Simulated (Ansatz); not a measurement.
All numbers below come from Ansatz, DFT PBE, scalar-relativistic, plane waves, PAW. Settings: cutoff 420 eV, Γ-centred meshes spaced at most about 0.3 Å⁻¹, and about 0.25 Å⁻¹ or finer for metals (2π included), Gaussian smearing. No spin polarisation in the final relaxations.

All energies are static (0 K, no zero-point motion).

Two relaxed structures of TiGeSe4:

A.

Space group P6/mmm (No. 191). a = 4.984 Å, b = 4.984 Å, c = 5.602 Å, α = 90.00°, β = 90.00°, γ = 120.00°
| atom | site | symmetry | x | y | z |
| --- | --- | --- | --- | --- | --- |
| Ti | 1b | 6/mmm | 0.0000 | 0.0000 | 0.5000 |
| Ge | 1a | 6/mmm | 0.0000 | 0.0000 | 0.0000 |
| Se | 4h | 3m. | 0.3333 | 0.6667 | 0.7352 |

B.

Space group P4/mmm (No. 123). a = 3.158 Å, b = 3.158 Å, c = 14.384 Å, α = 90.00°, β = 90.00°, γ = 90.00°
```
atom  site  symmetry       x       y       z
  Ti    1d     4/mmm  0.5000  0.5000  0.5000
  Ge    1a     4/mmm  0.0000  0.0000  0.0000
  Se    2h       4mm  0.5000  0.5000  0.1276
  Se    2g       4mm  0.0000  0.0000  0.6085
```

Task: Which would you expect to be lower, and how large is the difference?

Result: B is lower, by 0.41 eV/atom. A has space group P6/mmm (No. 191), 20.1 Å³/atom and no gap on its mesh; B has space group P4/mmm (No. 123), 23.9 Å³/atom and no gap. Counting Ge or Se atoms around Ti (for each partner element, those within 1.25 times its shortest distance or 1.15 times the sum of covalent radii, where it is the nearest in units of that sum or under 1.3), A has Ti 14 and B has Ti 8. A holds Se–Se pairs (shortest 2.64 Å); in B the shortest Se–Se distance is 3.12 Å. In A, around Ti lie 2 Ge at 2.80 Å and 12 Se at 3.16 Å; Ge is surrounded by 2 Ti at 2.80 Å and 12 Se at 3.24 Å; around Se lie 1 Se at 2.64 Å, 4 Se at 2.88–2.97 Å, 3 Ti at 3.16 Å and 3 Ge at 3.24 Å. In B, around Ti lie 8 Se at 2.72 Å and 4 Ti at 3.16 Å; Ge has 8 Se at 2.89 Å and 4 Ge at 3.16 Å; around Se on its first site lie 4 Ge at 2.89 Å, 4 Se at 3.16 Å and 1 Se at 3.67 Å; 1 more site not described. Both come from invented guesses. A third cell relaxed alike, in P-3m1, lies 0.38 eV/atom below the lower of the two.

No dispersion correction is applied, so the spacing and binding between layers, chains or molecules are poorly described (P4/mmm), and this can change margins and order among such cells. Cells relaxed within their symmetry can be saddle points.
